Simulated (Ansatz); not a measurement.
The elements of this relaxed trial crystal are hidden behind letters.

```
lattice vectors (Å)
  -1.8997    1.8997   13.6555
   1.8997   -1.8997   13.6555
   1.8997    1.8997  -13.6555
fractional positions
X 0.0000 0.0000 0.0000
X 0.5921 0.5921 0.0000
X 0.4079 0.4079 0.0000
Z 0.1940 0.1940 0.0000
Z 0.8060 0.8060 0.0000
Q 0.6374 0.1374 0.5000
Q 0.2500 0.7500 0.5000
Q 0.8626 0.3626 0.5000
Q 0.4540 0.9540 0.5000
Q 0.0460 0.5460 0.5000
```

Level of theory: DFT PBE, scalar-relativistic, plane waves, PAW in Ansatz. Settings of the last relaxation (10-atom cell): 420 eV, 10×10×10 k points, Gaussian smearing of 0.02 eV, no spin polarisation.

| Item | Value |
| --- | --- |
| Space group | I-4m2 (No. 119) |
| Conventional cell | a = 3.799 Å, c = 27.311 Å |
| Volume per atom | 19.71 Å³ |
| Density | 4.66 g/cm³ |
| Energy over the elements | −0.733 eV/atom |
| Gap on the 10×10×10 mesh of the 10-atom cell | 2.36 eV |

Energies are uncorrected and count from the elements' standard states at the same level.

Problem. X is an s-block element of period 2, Z is a d-block element of period 4 and Q is a p-block element of period 4. Which elements are they?

Solution. X = Be, Z = Zn, Q = Se, so the formula is Be3Zn2Se5. Density times volume gives a mean mass of 4.66 × 19.71/1.6605 = 55.3 u per atom, and this set has 55.3 u. Be on a site of symmetry -4m2 has 4 Se at 2.28 Å; Zn has 4 Se at 2.44–2.45 Å; Se on a site of symmetry 2mm has 2 Be at 2.27 Å and 2 Zn at 2.45 Å; 3 more sites not described. Other sets within the hints have nearly the same mass, so mass alone doesn't settle it; this one was computed.

Kohn–Sham gaps at this level usually fall short of measured ones. Symmetry constrained the relaxation, so the result can be a saddle point.
